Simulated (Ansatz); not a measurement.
The elements of this relaxed trial crystal are hidden behind letters.

```
lattice vectors (Å)
  -1.2582    1.2582    8.9055
   1.2582   -1.2582    8.9055
   1.2582    1.2582   -8.9055
fractional positions
X 0.8021 0.8021 0.0000
X 0.1979 0.1979 0.0000
Z 0.0000 0.0000 0.0000
Z 0.4038 0.4038 0.0000
Z 0.5962 0.5962 0.0000
```

These are results of DFT PBE, scalar-relativistic, plane waves, PAW (Ansatz 0.2.0), not measurements. Cutoff 420 eV, Γ-centred 20×20×20 mesh (5-atom cell), Gaussian smearing of 0.10 eV, collinear spin.

- Space group: I4/mmm (No. 139)
- Conventional cell: a = 2.516 Å, c = 17.811 Å
- Volume per atom: 11.28 Å³
- Density: 8.93 g/cm³
- Energy over the elements: +0.01 eV/atom
- Gap on the 20×20×20 mesh of the 5-atom cell: 0 eV (a metal)
- Net moment per atom: 0.31 μB

Energies are uncorrected and count from the elements' standard states at the same level.

Q: X is a d-block element of period 4 and Z is a d-block element of period 4. Which elements are they?

A: X = Cu, Z = Ni, so the formula is Cu2Ni3. Density times volume gives a mean mass of 8.93 × 11.28/1.6605 = 60.7 u per atom, and this set has 60.6 u. Among the elements that the hints allow, noble gases aside, only these give it. Cu has 8 Cu at 2.52–2.57 Å and 4 Ni at 2.54 Å; Ni on a site of symmetry 4/mmm is surrounded by 12 Ni at 2.47–2.52 Å; around Ni on a site of symmetry 4mm lie 8 Ni at 2.47–2.52 Å and 4 Cu at 2.54 Å.

The magnetic state reached may not be the lowest. Symmetry constrained the relaxation, so the result can be a saddle point.
